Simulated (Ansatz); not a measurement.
A plane-wave DFT run in Ansatz 0.2.0 (scalar-relativistic PAW potentials unless the input names others): input and command.

```yaml
crystal:
  lattice:
    - [-2.0476617911, 2.0476617911, 4.2707941965]
    - [2.0476617911, -2.0476617911, 4.2707941965]
    - [2.0476617911, 2.0476617911, -4.2707941965]
  atoms:
    - { symbol: Cd, position: [0.75, 0.25, 0.5] }
    - { symbol: Cd, position: [0.25, 0.75, 0.5] }
    - { symbol: Cd, position: [0.5, 0.5, 0.0] }
    - { symbol: Pt, position: [0.0, 0.0, 0.0] }
basis:
  ecutwfc: 500
kpoints:
  mp_grid: { grid: [14, 14, 14] }
hamiltonian:
  xc: r2scan
scf:
  occupations: { method: gaussian, width: 0.1 }
  max_iter: 100
output:
  forces: true
  eigenvalues: true
  stress: true
magnetization:
  spin_polarized: 2.5
```

```bash
ansatz run input.yaml --threads 1 --pin off --max-ram 2560MiB --backend cpu --events-out ev --progress --plain --runs-dir out
```

What is wrong with this input?

The program refuses it, because of a value of the wrong type (magnetization.spin_polarized: not typed → 2.5). Without that key it is accepted.

Abridged log:
```
Error: YAML parse error: error: line 25 column 19: invalid boolean (strict mode expects true/false)
  --> <input>:25:19
   |
23 |   stress: true
24 | magnetization:
25 |   spin_polarized: 2.5
   |                   ^ invalid boolean (strict mode expects true/false)
```